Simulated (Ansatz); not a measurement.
Here is the system:

Te:
```cif
data_Te3
_chemical_formula_sum 'Te3'
_space_group_name_H-M_alt 'P3121'
_space_group_IT_number 152
_space_group_name_Hall 'P 31 2"'
_cell_length_a 4.51749
_cell_length_b 4.51749
_cell_length_c 5.92336
_cell_angle_alpha 90.000
_cell_angle_beta 90.000
_cell_angle_gamma 120.000
loop_
_atom_site_label
_atom_site_type_symbol
_atom_site_symmetry_multiplicity
_atom_site_Wyckoff_symbol
_atom_site_fract_x
_atom_site_fract_y
_atom_site_fract_z
_atom_site_occupancy
Te1 Te 3 a 0.73931 0.73931 0.00000 1
```

This is the r²SCAN+D4-relaxed structure.

Problem. All from r²SCAN+D4 in the plane-wave PAW code Ansatz, unless another level is named. Give the HSE06 gap on the r²SCAN+D4 cell.

Solution. 0.69 eV.

Problem. Give the smallest direct gap on the standard path.

Solution. 0.43 eV.

Problem. Give the gap with spin–orbit coupling.

Solution. 0.22 eV.

Problem. And the valence-band maximum?

Solution. on the H–K line, 6 % of the way from H.

Problem. Next, the conduction-band minimum?

Solution. at H (2 equivalent valleys).

Space group P3_121 (trigonal Se type). The r²SCAN+D4 relaxation kept the symmetry of its start; phonons on a q-mesh show no instability. Spin–orbit coupling is left out wherever it is not named.

Potentials: the later of the program's two PAW sets.
